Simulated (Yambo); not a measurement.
Yambo input for BeTe (zinc blende, space group F-43m, No. 216) (a = b = c = 3.9646 Å, α = β = γ = 60.00°), on PBEsol (pw.x of Quantum ESPRESSO, ONCV potentials, no spin-orbit coupling) wavefunctions on a 12×12×12 mesh:

```
optics
chi
dipoles
kernel
FFTGvecs= 40 Ry
Chimod= "HARTREE"
NGsBlkXd= 4 Ry
% QpntsRXd
 1 | 1 |
%
% BndsRnXd
 2 | 35 |
%
GrFnTpXd= "R"
% EnRngeXd
 0.0 | 20.0 | eV
%
% DmRngeXd
 0.2 | 0.2 | eV
%
CGrdSpXd= 50
ETStpsXd= 161
% LongDrXd
 1.0 | 0.0 | 0.0 |
%
```

First lines of the file o-*.eps_q1_inv_rpa_dyson:

```
Absorption @ Q(1):   1.00000000     0.00000000     0.00000000    [q->0 direction]
#
# [ X ] Hartree size     :   59
# [GEN] GF Energies     : Perdew, Burke & Ernzerhof SOL(X)+Perdew, Burke & Ernzerhof SOL(C)
# [GEN] Green`s Function     : Retarded
#
# [GEN] Gauge     : Length
# [GEN] [r,Vnl] included     : yes
#
#    E[1] [eV]     Im(eps)     Re(eps)     Im(eps_o)     Re(eps_o)
#
     0.000000     0.42280E-14     6.976584     -0.46302E-17     8.059563
     0.125000     0.010328     6.979788     0.013044     8.063608
     0.250000     0.020737     6.989425     0.026193     8.075776
     0.375000     0.031307     7.005569     0.039556     8.096165
     0.500000     0.042125     7.028345     0.053246     8.124939
     0.625000     0.053282     7.057933     0.067382     8.162335
     0.750000     0.064876     7.094569     0.082096     8.208667
     0.875000     0.077016     7.138555     0.097533     8.264330
     1.000000     0.089826     7.190261     0.113856     8.329816
     1.125000     0.103445     7.250137     0.131253     8.405721
     1.250000     0.118036     7.318725     0.149940     8.492764
     1.375000     0.133789     7.396674     0.170175     8.591805
     1.500000     0.150932     7.484756     0.192262     8.703873
     1.625000     0.169740     7.583894     0.216574     8.830200
     1.750000     0.190547     7.695191     0.243565     8.972260
     1.875000     0.213771     7.819971     0.273803     9.131827
     2.000000     0.239940     7.959836     0.308005     9.311052
     2.125000     0.269727     8.116730     0.347096     9.512557
     2.250000     0.304017     8.293046     0.392285     9.739570
     2.375000     0.343989     8.491750     0.445195     9.996114
     2.500000     0.391259     8.716577     0.508053     10.28726
     2.625000     0.448105     8.972299     0.584005     10.61952
     2.750000     0.517855     9.265119     0.677659     11.00136
     2.875000     0.605586     9.603261     0.796049     11.44407
     3.000000     0.719459     9.997841     0.950509     11.96293
     3.125000     0.873506     10.46408     1.160531     12.57892
     3.250000     1.093898     11.02236     1.462488     13.32020
     3.375000     1.433814     11.69535     1.930252     14.21806
     3.500000     2.002101     12.47860     2.714578     15.26612
     3.625000     2.939387     13.23217     4.008559     16.27325
     3.750000     4.183703     13.68799     5.740876     16.87640
     3.875000     5.508351     13.73234     7.606070     16.87951
     4.000000     6.618589     13.48778     9.134938     16.46556
```
(The file goes on to the top of the energy range.) Convergence of the RPA response with its 12×12×12 mesh was not tested.

Geometry relaxed with PBEsol.
